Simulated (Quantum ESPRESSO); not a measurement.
Hf4Mo2OsRu (simulated cell), Hf4ScTaGa2 (simulated cell) (calculated)

Calculation on a made-up metal alloy cell, not a measurement: no spin or spin-orbit, unrelaxed, 2900 K smearing, stress positive in tension, cell energy less fitted offsets; periodic Kohn-Sham density functional theory in plane waves with PseudoDojo standard norm-conserving scalar-relativistic pseudopotentials, each functional with its own files (v0.5 for PBE, v0.4.1 for LDA and PBEsol), eight atoms on drawn sites of a strained close-packed or body-centred lattice, each displaced and held fixed; the energy is the cell's free energy, ions and the entropy term -TS included, at the stated Fermi-Dirac width, less a fixed offset for each atom's element (shifted free energy); compositions with an open d shell lost a parallel starting moment in a cheaper test run, and other magnetic orders were not tried; an error bar is the largest change of its kind in a tighter rerun, never given below 0.002 eV, 0.02 GPa or 0.003 eV/angstrom, and covers cutoff and k-mesh only, not smearing or the files. Program: Quantum ESPRESSO 7.5.

Common to all runs: functional pbe; fermi dirac smearing 0.25 eV; electrons removed 0.

Notes on all entries: heavy elements are run without spin-orbit coupling, which real alloys of them have; a spin test at this wide smearing found no moment, but such smearing suppresses magnetism that the real alloy may have; lattice, volume and sites are drawn at random and may be unstable or far from any real phase; energies are for the whole cell, less offsets fitted to these runs, so they are not formation energies.

(1) Hf4Mo2OsRu (simulated cell)

```cif
# cell vector a (Å): -2.1728 -4.1052 -2.1246
# cell vector b (Å): -4.0889 1.9851 2.0029
# cell vector c (Å): -0.0040 4.0088 -4.0523
data_Hf4Mo2OsRu
_symmetry_space_group_name_H-M 'P 1'
_symmetry_Int_Tables_number 1
_cell_length_a 5.1076
_cell_length_b 4.9670
_cell_length_c 5.7001
_cell_angle_alpha 90.288
_cell_angle_beta 105.619
_cell_angle_gamma 97.976
_cell_volume 137.79
loop_
_atom_site_label
_atom_site_type_symbol
_atom_site_fract_x
_atom_site_fract_y
_atom_site_fract_z
_atom_site_occupancy
Hf1 Hf 0.00725 0.00099 0.99940 1
Hf2 Hf 0.98524 0.97543 0.50598 1
Ru1 Ru 0.98748 0.46559 0.26445 1
Mo1 Mo 0.99676 0.48916 0.75501 1
Mo2 Mo 0.51224 0.23759 0.36026 1
Os1 Os 0.47362 0.26855 0.86009 1
Hf3 Hf 0.50592 0.73923 0.13008 1
Hf4 Hf 0.51699 0.75186 0.64993 1
```

| Quantity | Value |
| --- | --- |
| lattice type | face-centred cubic |
| cutoff | 1143 eV |
| run command | pw.x -nk 1 -in in |
| run processor | AMD EPYC, Zen 5, virtual cores |
| k mesh | 5 x 5 x 4 shifted half a step off Gamma on each axis |
| entropy term negative ts | -1.932 eV |
| pressure | 13.08 GPa |
| stress xx | -10.42 GPa |
| stress yy | -12.94 GPa |
| stress zz | -15.86 GPa |
| stress yz | 6.05 GPa |
| stress xz | -1.16 GPa |
| stress xy | -1.94 GPa |
| shifted free energy | -0.171 eV |

Atoms:
| atoms element | atom site | atom energy offset (eV) |
| --- | --- | --- |
| Hf | 1 | -1535.13 |
| Hf | 2 | -1535.13 |
| Ru | 3 | -2750.51 |
| Mo | 4 | -1911.95 |
| Mo | 5 | -1911.95 |
| Os | 6 | -2753.07 |
| Hf | 7 | -1535.13 |
| Hf | 8 | -1535.13 |

Forces:
| site | x (eV/Å) | y (eV/Å) | z (eV/Å) |
| --- | --- | --- | --- |
| 1 | -0.965 | 0.838 | -1.019 |
| 2 | -1.33 | -2.18 | -0.33 |
| 3 | -0.392 | -0.176 | 0.693 |
| 4 | 0.899 | 0.156 | -0.21 |
| 5 | -0.624 | 0.641 | -0.21 |
| 6 | 0.036 | -0.602 | -1.044 |
| 7 | 1.134 | 0.765 | 0.036 |
| 8 | 1.243 | 0.558 | 2.083 |

Notes: error bars: energy 0.0031 eV, stress 0.043 GPa, force 0.0079 eV/Å, from a tighter rerun of a related cell, whose elements or sites may differ; 15 SCF iterations, 898 s of wall time on a shared machine.

(2) Hf4Mo2OsRu (simulated cell)

```cif
# cell vector a (Å): -2.1728 -4.1052 -2.1246
# cell vector b (Å): -4.0889 1.9851 2.0029
# cell vector c (Å): -0.0040 4.0088 -4.0523
data_Hf4Mo2OsRu
_symmetry_space_group_name_H-M 'P 1'
_symmetry_Int_Tables_number 1
_cell_length_a 5.1076
_cell_length_b 4.9670
_cell_length_c 5.7001
_cell_angle_alpha 90.288
_cell_angle_beta 105.619
_cell_angle_gamma 97.976
_cell_volume 137.79
loop_
_atom_site_label
_atom_site_type_symbol
_atom_site_fract_x
_atom_site_fract_y
_atom_site_fract_z
_atom_site_occupancy
Hf1 Hf 0.00725 0.00099 0.99940 1
Mo1 Mo 0.98524 0.97543 0.50598 1
Hf2 Hf 0.98748 0.46559 0.26445 1
Mo2 Mo 0.99676 0.48916 0.75501 1
Ru1 Ru 0.51224 0.23759 0.36026 1
Hf3 Hf 0.47362 0.26855 0.86009 1
Os1 Os 0.50592 0.73923 0.13008 1
Hf4 Hf 0.51699 0.75186 0.64993 1
```

| Item | Value |
| --- | --- |
| lattice type | face-centred cubic |
| cutoff | 1143 eV |
| run command | pw.x -nk 1 -in in |
| run processor | AMD EPYC, Zen 5, virtual cores |
| k mesh | 5 x 5 x 4 shifted half a step off Gamma on each axis |
| entropy term negative ts | -1.845 eV |
| pressure | 12.02 GPa |
| stress xx | -18.14 GPa |
| stress yy | -8.05 GPa |
| stress zz | -9.88 GPa |
| stress yz | -0.81 GPa |
| stress xz | -0.27 GPa |
| stress xy | 3.09 GPa |
| shifted free energy | -0.603 eV |

Atoms:
| atoms element | atom site | atom energy offset (eV) |
| --- | --- | --- |
| Hf | 1 | -1535.13 |
| Mo | 2 | -1911.95 |
| Hf | 3 | -1535.13 |
| Mo | 4 | -1911.95 |
| Ru | 5 | -2750.51 |
| Hf | 6 | -1535.13 |
| Os | 7 | -2753.07 |
| Hf | 8 | -1535.13 |

Forces:
| site | x (eV/Å) | y (eV/Å) | z (eV/Å) |
| --- | --- | --- | --- |
| 1 | 0.985 | -0.294 | -1.944 |
| 2 | -0.081 | -0.315 | 0.374 |
| 3 | -1.689 | 0.169 | -0.47 |
| 4 | 0.029 | 0.088 | 0.627 |
| 5 | 0.427 | 0.491 | -0.112 |
| 6 | 0.473 | -0.537 | -0.736 |
| 7 | -0.544 | 0.729 | -0.135 |
| 8 | 0.399 | -0.331 | 2.397 |

Notes: error bars: energy 0.0031 eV, stress 0.043 GPa, force 0.0079 eV/Å, from a tighter rerun of this cell; 18 SCF iterations, 1169 s of wall time on a shared machine.

(3) Hf4Mo2OsRu (simulated cell)

```cif
# cell vector a (Å): -2.1728 -4.1052 -2.1246
# cell vector b (Å): -4.0889 1.9851 2.0029
# cell vector c (Å): -0.0040 4.0088 -4.0523
data_Hf4Mo2OsRu
_symmetry_space_group_name_H-M 'P 1'
_symmetry_Int_Tables_number 1
_cell_length_a 5.1076
_cell_length_b 4.9670
_cell_length_c 5.7001
_cell_angle_alpha 90.288
_cell_angle_beta 105.619
_cell_angle_gamma 97.976
_cell_volume 137.79
loop_
_atom_site_label
_atom_site_type_symbol
_atom_site_fract_x
_atom_site_fract_y
_atom_site_fract_z
_atom_site_occupancy
Os1 Os 0.00725 0.00099 0.99940 1
Hf1 Hf 0.98524 0.97543 0.50598 1
Hf2 Hf 0.98748 0.46559 0.26445 1
Mo1 Mo 0.99676 0.48916 0.75501 1
Mo2 Mo 0.51224 0.23759 0.36026 1
Ru1 Ru 0.47362 0.26855 0.86009 1
Hf3 Hf 0.50592 0.73923 0.13008 1
Hf4 Hf 0.51699 0.75186 0.64993 1
```

| Property | Result |
| --- | --- |
| lattice type | face-centred cubic |
| cutoff | 1143 eV |
| run command | mpirun -np 4 pw.x -nk 4 -in in |
| run processor | Intel Xeon, 2023 or later, virtual cores |
| k mesh | 5 x 5 x 4 shifted half a step off Gamma on each axis |
| entropy term negative ts | -1.889 eV |
| pressure | 12.53 GPa |
| stress xx | -10.74 GPa |
| stress yy | -14.37 GPa |
| stress zz | -12.48 GPa |
| stress yz | 1.43 GPa |
| stress xz | 0.64 GPa |
| stress xy | 0.38 GPa |
| shifted free energy | -0.352 eV |

Atoms:
| atoms element | atom site | atom energy offset (eV) |
| --- | --- | --- |
| Os | 1 | -2753.07 |
| Hf | 2 | -1535.13 |
| Hf | 3 | -1535.13 |
| Mo | 4 | -1911.95 |
| Mo | 5 | -1911.95 |
| Ru | 6 | -2750.51 |
| Hf | 7 | -1535.13 |
| Hf | 8 | -1535.13 |

Forces:
| site | x (eV/Å) | y (eV/Å) | z (eV/Å) |
| --- | --- | --- | --- |
| 1 | 0.162 | 0.063 | -0.459 |
| 2 | -1.746 | -1.023 | -1.139 |
| 3 | -0.337 | -1.7 | 0.806 |
| 4 | 0.79 | 0.656 | -1.122 |
| 5 | 0.62 | 1.293 | 0.205 |
| 6 | 0.484 | -0.298 | -0.136 |
| 7 | -0.111 | 0.768 | 1.597 |
| 8 | 0.137 | 0.24 | 0.247 |

Notes: error bars: energy 0.0031 eV, stress 0.043 GPa, force 0.0079 eV/Å, from a tighter rerun of a related cell, whose elements or sites may differ; 17 SCF iterations, 228 s of wall time on a shared machine.

(4) Hf4Mo2OsRu (simulated cell)

```cif
# cell vector a (Å): -2.1728 -4.1052 -2.1246
# cell vector b (Å): -4.0889 1.9851 2.0029
# cell vector c (Å): -0.0040 4.0088 -4.0523
data_Hf4Mo2OsRu
_symmetry_space_group_name_H-M 'P 1'
_symmetry_Int_Tables_number 1
_cell_length_a 5.1076
_cell_length_b 4.9670
_cell_length_c 5.7001
_cell_angle_alpha 90.288
_cell_angle_beta 105.619
_cell_angle_gamma 97.976
_cell_volume 137.79
loop_
_atom_site_label
_atom_site_type_symbol
_atom_site_fract_x
_atom_site_fract_y
_atom_site_fract_z
_atom_site_occupancy
Hf1 Hf 0.00725 0.00099 0.99940 1
Hf2 Hf 0.98524 0.97543 0.50598 1
Hf3 Hf 0.98748 0.46559 0.26445 1
Ru1 Ru 0.99676 0.48916 0.75501 1
Os1 Os 0.51224 0.23759 0.36026 1
Mo1 Mo 0.47362 0.26855 0.86009 1
Mo2 Mo 0.50592 0.73923 0.13008 1
Hf4 Hf 0.51699 0.75186 0.64993 1
```

| Quantity | Value |
| --- | --- |
| lattice type | face-centred cubic |
| cutoff | 1143 eV |
| run command | mpirun -np 4 pw.x -nk 4 -in in |
| run processor | Intel Xeon, 2023 or later, virtual cores |
| k mesh | 5 x 5 x 4 shifted half a step off Gamma on each axis |
| entropy term negative ts | -1.891 eV |
| pressure | 12.05 GPa |
| stress xx | -14.95 GPa |
| stress yy | -9.62 GPa |
| stress zz | -11.6 GPa |
| stress yz | 2.65 GPa |
| stress xz | 0.24 GPa |
| stress xy | 1.33 GPa |
| shifted free energy | -0.489 eV |

Atoms:
| atoms element | atom site | atom energy offset (eV) |
| --- | --- | --- |
| Hf | 1 | -1535.13 |
| Hf | 2 | -1535.13 |
| Hf | 3 | -1535.13 |
| Ru | 4 | -2750.51 |
| Os | 5 | -2753.07 |
| Mo | 6 | -1911.95 |
| Mo | 7 | -1911.95 |
| Hf | 8 | -1535.13 |

Forces:
| site | x (eV/Å) | y (eV/Å) | z (eV/Å) |
| --- | --- | --- | --- |
| 1 | 0.165 | -0.379 | -1.065 |
| 2 | -0.927 | -0.668 | -0.265 |
| 3 | -1.174 | -0.382 | 0.292 |
| 4 | 0.216 | 0.218 | 0.046 |
| 5 | 0.333 | 0.517 | -0.391 |
| 6 | -0.069 | -0.387 | -0.333 |
| 7 | 0.146 | 1.082 | 0.324 |
| 8 | 1.309 | -0.001 | 1.391 |

Notes: error bars: energy 0.0031 eV, stress 0.043 GPa, force 0.0079 eV/Å, from a tighter rerun of a related cell, whose elements or sites may differ; 18 SCF iterations, 241 s of wall time on a shared machine.

(5) Hf4ScTaGa2 (simulated cell)

```cif
# cell vector a (Å): -3.0624 0.0366 -0.0214
# cell vector b (Å): -0.0982 5.3409 -4.9664
# cell vector c (Å): 0.0285 -5.3549 -4.9813
data_Hf4ScTaGa2
_symmetry_space_group_name_H-M 'P 1'
_symmetry_Int_Tables_number 1
_cell_length_a 3.0627
_cell_length_b 7.2938
_cell_length_c 7.3136
_cell_angle_alpha 94.153
_cell_angle_beta 90.452
_cell_angle_gamma 88.455
_cell_volume 162.89
loop_
_atom_site_label
_atom_site_type_symbol
_atom_site_fract_x
_atom_site_fract_y
_atom_site_fract_z
_atom_site_occupancy
Ga1 Ga 0.00360 0.99817 0.00207 1
Hf1 Hf 0.00611 0.40870 0.08265 1
Sc1 Sc 0.99171 0.50629 0.49265 1
Ga2 Ga 0.00173 0.91021 0.58840 1
Hf2 Hf 0.48488 0.17138 0.33764 1
Hf3 Hf 0.53596 0.23000 0.74797 1
Hf4 Hf 0.49440 0.67253 0.83830 1
Ta1 Ta 0.51383 0.75158 0.25135 1
```

| Property | Result |
| --- | --- |
| lattice type | hexagonal close-packed |
| cutoff | 1088 eV |
| run command | mpirun -np 4 pw.x -nk 4 -in in |
| run processor | Intel Xeon, 2023 or later, virtual cores |
| k mesh | 8 x 3 x 3 shifted half a step off Gamma on each axis |
| entropy term negative ts | -1.575 eV |
| pressure | 0.27 GPa |
| stress xx | -1.85 GPa |
| stress yy | 1.7 GPa |
| stress zz | -0.66 GPa |
| stress yz | 0.57 GPa |
| stress xz | 0.47 GPa |
| stress xy | -2.14 GPa |
| shifted free energy | -0.638 eV |

Atoms:
| atoms element | atom site | atom energy offset (eV) |
| --- | --- | --- |
| Ga | 1 | -2081.03 |
| Hf | 2 | -1535.13 |
| Sc | 3 | -1317.21 |
| Ga | 4 | -2081.03 |
| Hf | 5 | -1535.13 |
| Hf | 6 | -1535.13 |
| Hf | 7 | -1535.13 |
| Ta | 8 | -1771.44 |

Forces:
| site | x (eV/Å) | y (eV/Å) | z (eV/Å) |
| --- | --- | --- | --- |
| 1 | -0.063 | -0.288 | -0.43 |
| 2 | 0.018 | 0.739 | -0.279 |
| 3 | -0.111 | -0.173 | -0.353 |
| 4 | -0.066 | 0.139 | 0.676 |
| 5 | -0.225 | -0.905 | 1.222 |
| 6 | 0.364 | -0.493 | -0.377 |
| 7 | -0.06 | 0.084 | -0.275 |
| 8 | 0.142 | 0.896 | -0.184 |

Notes: error bars: energy 0.002 eV, stress 0.02 GPa, force 0.0068 eV/Å, from a tighter rerun of a related cell, whose elements or sites may differ; 17 SCF iterations, 169 s of wall time on a shared machine.

(6) Hf4ScTaGa2 (simulated cell)

```cif
# cell vector a (Å): -3.0624 0.0366 -0.0214
# cell vector b (Å): -0.0982 5.3409 -4.9664
# cell vector c (Å): 0.0285 -5.3549 -4.9813
data_Hf4ScTaGa2
_symmetry_space_group_name_H-M 'P 1'
_symmetry_Int_Tables_number 1
_cell_length_a 3.0627
_cell_length_b 7.2938
_cell_length_c 7.3136
_cell_angle_alpha 94.153
_cell_angle_beta 90.452
_cell_angle_gamma 88.455
_cell_volume 162.89
loop_
_atom_site_label
_atom_site_type_symbol
_atom_site_fract_x
_atom_site_fract_y
_atom_site_fract_z
_atom_site_occupancy
Hf1 Hf 0.00360 0.99817 0.00207 1
Hf2 Hf 0.00611 0.40870 0.08265 1
Hf3 Hf 0.99171 0.50629 0.49265 1
Hf4 Hf 0.00173 0.91021 0.58840 1
Ga1 Ga 0.48488 0.17138 0.33764 1
Ta1 Ta 0.53596 0.23000 0.74797 1
Ga2 Ga 0.49440 0.67253 0.83830 1
Sc1 Sc 0.51383 0.75158 0.25135 1
```

| Property | Result |
| --- | --- |
| lattice type | hexagonal close-packed |
| cutoff | 1088 eV |
| run command | mpirun -np 4 pw.x -nk 4 -in in |
| run processor | Intel Xeon, 2023 or later, virtual cores |
| k mesh | 8 x 3 x 3 shifted half a step off Gamma on each axis |
| entropy term negative ts | -1.592 eV |
| pressure | 0.26 GPa |
| stress xx | -0.45 GPa |
| stress yy | 0.27 GPa |
| stress zz | -0.61 GPa |
| stress yz | 0.46 GPa |
| stress xz | 0.57 GPa |
| stress xy | -1.17 GPa |
| shifted free energy | -0.695 eV |

Atoms:
| atoms element | atom site | atom energy offset (eV) |
| --- | --- | --- |
| Hf | 1 | -1535.13 |
| Hf | 2 | -1535.13 |
| Hf | 3 | -1535.13 |
| Hf | 4 | -1535.13 |
| Ga | 5 | -2081.03 |
| Ta | 6 | -1771.44 |
| Ga | 7 | -2081.03 |
| Sc | 8 | -1317.21 |

Forces:
| site | x (eV/Å) | y (eV/Å) | z (eV/Å) |
| --- | --- | --- | --- |
| 1 | 0.079 | 0.065 | -0.115 |
| 2 | -0.21 | 0.861 | 0.508 |
| 3 | -0.13 | -1.93 | -0.033 |
| 4 | -0.251 | 0.75 | -0.468 |
| 5 | -0.137 | -0.381 | 0.065 |
| 6 | 0.447 | 0.73 | -0.632 |
| 7 | -0.092 | -0.551 | 0.489 |
| 8 | 0.294 | 0.456 | 0.187 |

Notes: error bars: energy 0.002 eV, stress 0.02 GPa, force 0.0068 eV/Å, from a tighter rerun of this cell; 17 SCF iterations, 169 s of wall time on a shared machine.

(7) Hf4ScTaGa2 (simulated cell)

```cif
# cell vector a (Å): -3.0624 0.0366 -0.0214
# cell vector b (Å): -0.0982 5.3409 -4.9664
# cell vector c (Å): 0.0285 -5.3549 -4.9813
data_Hf4ScTaGa2
_symmetry_space_group_name_H-M 'P 1'
_symmetry_Int_Tables_number 1
_cell_length_a 3.0627
_cell_length_b 7.2938
_cell_length_c 7.3136
_cell_angle_alpha 94.153
_cell_angle_beta 90.452
_cell_angle_gamma 88.455
_cell_volume 162.89
loop_
_atom_site_label
_atom_site_type_symbol
_atom_site_fract_x
_atom_site_fract_y
_atom_site_fract_z
_atom_site_occupancy
Ga1 Ga 0.00360 0.99817 0.00207 1
Sc1 Sc 0.00611 0.40870 0.08265 1
Ga2 Ga 0.99171 0.50629 0.49265 1
Hf1 Hf 0.00173 0.91021 0.58840 1
Hf2 Hf 0.48488 0.17138 0.33764 1
Hf3 Hf 0.53596 0.23000 0.74797 1
Ta1 Ta 0.49440 0.67253 0.83830 1
Hf4 Hf 0.51383 0.75158 0.25135 1
```

| Property | Result |
| --- | --- |
| lattice type | hexagonal close-packed |
| cutoff | 1088 eV |
| run command | mpirun -np 4 pw.x -nk 4 -in in |
| run processor | Intel Xeon, 2023 or later, virtual cores |
| k mesh | 8 x 3 x 3 shifted half a step off Gamma on each axis |
| entropy term negative ts | -1.503 eV |
| pressure | -0.22 GPa |
| stress xx | -1.03 GPa |
| stress yy | 1.62 GPa |
| stress zz | 0.05878 GPa |
| stress yz | 0.16 GPa |
| stress xz | 0.62 GPa |
| stress xy | -2.43 GPa |
| shifted free energy | -0.645 eV |

Atoms:
| atoms element | atom site | atom energy offset (eV) |
| --- | --- | --- |
| Ga | 1 | -2081.03 |
| Sc | 2 | -1317.21 |
| Ga | 3 | -2081.03 |
| Hf | 4 | -1535.13 |
| Hf | 5 | -1535.13 |
| Hf | 6 | -1535.13 |
| Ta | 7 | -1771.44 |
| Hf | 8 | -1535.13 |

Forces:
| site | x (eV/Å) | y (eV/Å) | z (eV/Å) |
| --- | --- | --- | --- |
| 1 | -0.064 | -0.073 | 0.133 |
| 2 | -0.01 | 0.495 | -0.057 |
| 3 | -0.078 | -0.426 | -0.217 |
| 4 | -0.199 | -0.49 | 0.364 |
| 5 | -0.116 | -0.015 | 0.185 |
| 6 | 0.37 | 0.43 | -1.139 |
| 7 | -0.075 | 0.016 | 0.293 |
| 8 | 0.173 | 0.062 | 0.439 |

Notes: error bars: energy 0.002 eV, stress 0.02 GPa, force 0.0068 eV/Å, from a tighter rerun of a related cell, whose elements or sites may differ; 18 SCF iterations, 177 s of wall time on a shared machine.

(8) Hf4ScTaGa2 (simulated cell)

```cif
# cell vector a (Å): -3.0624 0.0366 -0.0214
# cell vector b (Å): -0.0982 5.3409 -4.9664
# cell vector c (Å): 0.0285 -5.3549 -4.9813
data_Hf4ScTaGa2
_symmetry_space_group_name_H-M 'P 1'
_symmetry_Int_Tables_number 1
_cell_length_a 3.0627
_cell_length_b 7.2938
_cell_length_c 7.3136
_cell_angle_alpha 94.153
_cell_angle_beta 90.452
_cell_angle_gamma 88.455
_cell_volume 162.89
loop_
_atom_site_label
_atom_site_type_symbol
_atom_site_fract_x
_atom_site_fract_y
_atom_site_fract_z
_atom_site_occupancy
Sc1 Sc 0.00360 0.99817 0.00207 1
Hf1 Hf 0.00611 0.40870 0.08265 1
Ta1 Ta 0.99171 0.50629 0.49265 1
Hf2 Hf 0.00173 0.91021 0.58840 1
Hf3 Hf 0.48488 0.17138 0.33764 1
Hf4 Hf 0.53596 0.23000 0.74797 1
Ga1 Ga 0.49440 0.67253 0.83830 1
Ga2 Ga 0.51383 0.75158 0.25135 1
```

| Property | Result |
| --- | --- |
| lattice type | hexagonal close-packed |
| cutoff | 1088 eV |
| run command | mpirun -np 4 pw.x -nk 4 -in in |
| run processor | Intel Xeon, 2023 or later, virtual cores |
| k mesh | 8 x 3 x 3 shifted half a step off Gamma on each axis |
| entropy term negative ts | -1.482 eV |
| pressure | 1.08 GPa |
| stress xx | -2.11 GPa |
| stress yy | 1.13 GPa |
| stress zz | -2.26 GPa |
| stress yz | 1.39 GPa |
| stress xz | 0.34 GPa |
| stress xy | -1.74 GPa |
| shifted free energy | -0.673 eV |

Atoms:
| atoms element | atom site | atom energy offset (eV) |
| --- | --- | --- |
| Sc | 1 | -1317.21 |
| Hf | 2 | -1535.13 |
| Ta | 3 | -1771.44 |
| Hf | 4 | -1535.13 |
| Hf | 5 | -1535.13 |
| Hf | 6 | -1535.13 |
| Ga | 7 | -2081.03 |
| Ga | 8 | -2081.03 |

Forces:
| site | x (eV/Å) | y (eV/Å) | z (eV/Å) |
| --- | --- | --- | --- |
| 1 | -0.067 | -1.167 | 0.45 |
| 2 | -0.022 | 0.838 | -0.809 |
| 3 | 0.056 | 0.164 | -0.488 |
| 4 | -0.327 | -0.59 | 1.373 |
| 5 | -0.143 | -0.008 | -0.193 |
| 6 | 0.548 | 1.281 | -0.927 |
| 7 | -0.109 | -0.399 | 0.812 |
| 8 | 0.064 | -0.119 | -0.22 |

Notes: error bars: energy 0.002 eV, stress 0.02 GPa, force 0.0068 eV/Å, from a tighter rerun of a related cell, whose elements or sites may differ; 18 SCF iterations, 172 s of wall time on a shared machine.

(9) Hf4ScTaGa2 (simulated cell)

```cif
# cell vector a (Å): -3.0624 0.0366 -0.0214
# cell vector b (Å): -0.0982 5.3409 -4.9664
# cell vector c (Å): 0.0285 -5.3549 -4.9813
data_Hf4ScTaGa2
_symmetry_space_group_name_H-M 'P 1'
_symmetry_Int_Tables_number 1
_cell_length_a 3.0627
_cell_length_b 7.2938
_cell_length_c 7.3136
_cell_angle_alpha 94.153
_cell_angle_beta 90.452
_cell_angle_gamma 88.455
_cell_volume 162.89
loop_
_atom_site_label
_atom_site_type_symbol
_atom_site_fract_x
_atom_site_fract_y
_atom_site_fract_z
_atom_site_occupancy
Hf1 Hf 0.00360 0.99817 0.00207 1
Ga1 Ga 0.00611 0.40870 0.08265 1
Hf2 Hf 0.99171 0.50629 0.49265 1
Sc1 Sc 0.00173 0.91021 0.58840 1
Ta1 Ta 0.48488 0.17138 0.33764 1
Ga2 Ga 0.53596 0.23000 0.74797 1
Hf3 Hf 0.49440 0.67253 0.83830 1
Hf4 Hf 0.51383 0.75158 0.25135 1
```

| Property | Result |
| --- | --- |
| lattice type | hexagonal close-packed |
| cutoff | 1088 eV |
| run command | mpirun -np 4 pw.x -nk 4 -in in |
| run processor | Intel Xeon, 2023 or later, virtual cores |
| k mesh | 8 x 3 x 3 shifted half a step off Gamma on each axis |
| entropy term negative ts | -1.551 eV |
| pressure | 2.26 GPa |
| stress xx | -2 GPa |
| stress yy | -1.96 GPa |
| stress zz | -2.8 GPa |
| stress yz | -1.03 GPa |
| stress xz | 0.59 GPa |
| stress xy | -1.65 GPa |
| shifted free energy | -0.158 eV |

Atoms:
| atoms element | atom site | atom energy offset (eV) |
| --- | --- | --- |
| Hf | 1 | -1535.13 |
| Ga | 2 | -2081.03 |
| Hf | 3 | -1535.13 |
| Sc | 4 | -1317.21 |
| Ta | 5 | -1771.44 |
| Ga | 6 | -2081.03 |
| Hf | 7 | -1535.13 |
| Hf | 8 | -1535.13 |

Forces:
| site | x (eV/Å) | y (eV/Å) | z (eV/Å) |
| --- | --- | --- | --- |
| 1 | 0.14 | 0.619 | -0.893 |
| 2 | 0.002 | -0.151 | -0.179 |
| 3 | -0.175 | -1.572 | 0.43 |
| 4 | -0.064 | 0.853 | -0.504 |
| 5 | -0.159 | 0.585 | 0.185 |
| 6 | 0.242 | 0.806 | -0.262 |
| 7 | -0.22 | -1.483 | 0.752 |
| 8 | 0.233 | 0.345 | 0.472 |

Notes: error bars: energy 0.002 eV, stress 0.02 GPa, force 0.0068 eV/Å, from a tighter rerun of a related cell, whose elements or sites may differ; 18 SCF iterations, 175 s of wall time on a shared machine.

(10) Hf4ScTaGa2 (simulated cell)

```cif
# cell vector a (Å): -3.0624 0.0366 -0.0214
# cell vector b (Å): -0.0982 5.3409 -4.9664
# cell vector c (Å): 0.0285 -5.3549 -4.9813
data_Hf4ScTaGa2
_symmetry_space_group_name_H-M 'P 1'
_symmetry_Int_Tables_number 1
_cell_length_a 3.0627
_cell_length_b 7.2938
_cell_length_c 7.3136
_cell_angle_alpha 94.153
_cell_angle_beta 90.452
_cell_angle_gamma 88.455
_cell_volume 162.89
loop_
_atom_site_label
_atom_site_type_symbol
_atom_site_fract_x
_atom_site_fract_y
_atom_site_fract_z
_atom_site_occupancy
Ga1 Ga 0.00360 0.99817 0.00207 1
Hf1 Hf 0.00611 0.40870 0.08265 1
Ta1 Ta 0.99171 0.50629 0.49265 1
Sc1 Sc 0.00173 0.91021 0.58840 1
Hf2 Hf 0.48488 0.17138 0.33764 1
Hf3 Hf 0.53596 0.23000 0.74797 1
Hf4 Hf 0.49440 0.67253 0.83830 1
Ga2 Ga 0.51383 0.75158 0.25135 1
```

| Property | Result |
| --- | --- |
| lattice type | hexagonal close-packed |
| cutoff | 1088 eV |
| run command | mpirun -np 4 pw.x -nk 4 -in in |
| run processor | Intel Xeon, 2023 or later, virtual cores |
| k mesh | 8 x 3 x 3 shifted half a step off Gamma on each axis |
| entropy term negative ts | -1.688 eV |
| pressure | 1.08 GPa |
| stress xx | -2.61 GPa |
| stress yy | -1.91 GPa |
| stress zz | 1.27 GPa |
| stress yz | 0.66 GPa |
| stress xz | 0.51 GPa |
| stress xy | -1.66 GPa |
| shifted free energy | -0.538 eV |

Atoms:
| atoms element | atom site | atom energy offset (eV) |
| --- | --- | --- |
| Ga | 1 | -2081.03 |
| Hf | 2 | -1535.13 |
| Ta | 3 | -1771.44 |
| Sc | 4 | -1317.21 |
| Hf | 5 | -1535.13 |
| Hf | 6 | -1535.13 |
| Hf | 7 | -1535.13 |
| Ga | 8 | -2081.03 |

Forces:
| site | x (eV/Å) | y (eV/Å) | z (eV/Å) |
| --- | --- | --- | --- |
| 1 | -0.073 | -0.087 | -0.117 |
| 2 | -0.008 | -0.003 | -0.616 |
| 3 | 0.084 | -0.294 | -0.116 |
| 4 | -0.198 | -0.108 | 0.998 |
| 5 | -0.177 | 0.298 | 0.636 |
| 6 | 0.397 | 0.454 | -1.03 |
| 7 | -0.13 | -0.282 | 0.119 |
| 8 | 0.106 | 0.022 | 0.125 |

Notes: error bars: energy 0.002 eV, stress 0.02 GPa, force 0.0068 eV/Å, from a tighter rerun of a related cell, whose elements or sites may differ; 17 SCF iterations, 166 s of wall time on a shared machine.
